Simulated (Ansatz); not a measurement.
**Hg: computed property card**

Hg:
Space group I4/mmm (No. 139); a = b = 3.7796 Å, c = 3.3433 Å, α = β = γ = 90.00°

```tsv
atom	site	symmetry	x	y	z
Hg	2a	4/mmm	0.0000	0.0000	0.0000
```
(The calculation used a cell of 1 atom; values per cell refer to that cell.)

Space group I4/mmm (No. 139), body-centred tetragonal; conventional cell a = b = 3.7796 Å, c = 3.3433 Å, α = β = γ = 90.00°.

Method: plane-wave PAW PBEsol (Ansatz code). Structure relaxed to zero pressure with the same functional. Other levels are named where they apply.

### Cell and energy

Volume per atom: 23.88 Å³
Density: 13.95 g/cm³

### Electronic structure

- Electronic character: metallic (no gap)
- Density of states at the Fermi level: 0.23 states/eV per atom (mean over ±0.08 eV)

The workflow started from a Materials Project entry (that database holds measured and hypothetical structures alike); the Crystallography Open Database copy checked does not list it. It is not the usual solid phase (space group No. 166). The PBEsol relaxation kept the symmetry of its start; whether a distortion lowers the energy is not shown. The substance is a gas or liquid at ambient conditions. Axis ratios of metals converge slowly with the k-mesh, so a and c are less sure than the volume. Spin–orbit coupling is left out wherever it is not named.

Potentials: the later of the program's two PAW sets.
